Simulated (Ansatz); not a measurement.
Ti$_{2}$P in space group R-3m (No. 166; Ti on 6c, P on 3a) at seven volumes, LDA (plane waves, PAW; program Ansatz), shape and atoms relaxed at each. One row is withheld.

```
V (Å³/atom)  P (GPa)
-----------  -------
14.130         15.03
14.596          9.25
15.062             ?
15.528          0.01
15.993         -3.60
16.459         -6.62
16.925         -9.17
```

### Question
Fit the shown pressures and predict the withheld one.

### Answer
Third-order Birch–Murnaghan: P = (3/2)B₀(x^(7/2) − x^(5/2))[1 + (3/4)(B′ − 4)(x − 1)] with x = (V₀/V)^(2/3). Least squares on the six rows gives V₀ = 15.529 Å³/atom, B₀ = 129.3 GPa, B′ = 4.43. At V = 15.062, x = 1.0206 and P = 4.22 GPa. The run itself gave 4.27 GPa.

The start of the workflow was typed in or built on a structure type; neither database checked (COD, Materials Project) lists it. COD files the formula under space group No. 189. Whether it is the stable phase at ambient conditions was not checked. The cell was relaxed with LDA under the symmetry of its start; its stability against distortions is not shown here. No spin polarisation was allowed. The volume moved by -38 % from the start of the relaxation.

Potentials: the earlier of the program's two PAW sets. The files were generated under PBE; for other functionals the program regenerates the frozen cores, and for LDA and PBEsol the local potential too.
